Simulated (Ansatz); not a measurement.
AlPO$_{4}$:
```cif
data_Al2O8P2
_chemical_formula_sum 'Al2 P2 O8'
_space_group_name_H-M_alt 'I-4'
_space_group_IT_number 82
_space_group_name_Hall 'I -4'
_cell_length_a 5.03371
_cell_length_b 5.03371
_cell_length_c 7.40747
_cell_angle_alpha 90.000
_cell_angle_beta 90.000
_cell_angle_gamma 90.000
loop_
_atom_site_label
_atom_site_type_symbol
_atom_site_symmetry_multiplicity
_atom_site_Wyckoff_symbol
_atom_site_fract_x
_atom_site_fract_y
_atom_site_fract_z
_atom_site_occupancy
Al1 Al 2 a 0.00000 0.00000 0.00000 1
P1 P 2 c 0.00000 0.50000 0.25000 1
O1 O 8 g 0.09834 0.26931 0.13221 1
```
(The calculation used a cell of 6 atoms; values per cell refer to that cell.)

Relaxed with PBEsol. Plane-wave PAW PBEsol (Ansatz code) gives a gap of 5.76 eV.

Q: What gap does HSE06 give on the same cell (Ansatz, PAW)?

A: 7.57 eV, 1.80 eV more. The hybrid was solved on a coarser mesh and at special points; the gap given is the minimum over both.

Cost on shared cores: the PBEsol run (SCF on a 8×8×8 mesh, then bands and DOS) very roughly 70 core-seconds, the HSE06 run (SCF on 5×5×5, then a few points) very roughly 90 core-seconds; the tasks are unlike.

The first step of the workflow began from a Materials Project structure, measured or hypothetical; the Crystallography Open Database files this formula in space group No. 82, but the cells were not matched. Whether it is the stable phase at ambient conditions was not checked. Symmetry was held in the PBEsol relaxation; its stability against distortions is not shown here.

Potentials: the later of the program's two PAW sets.
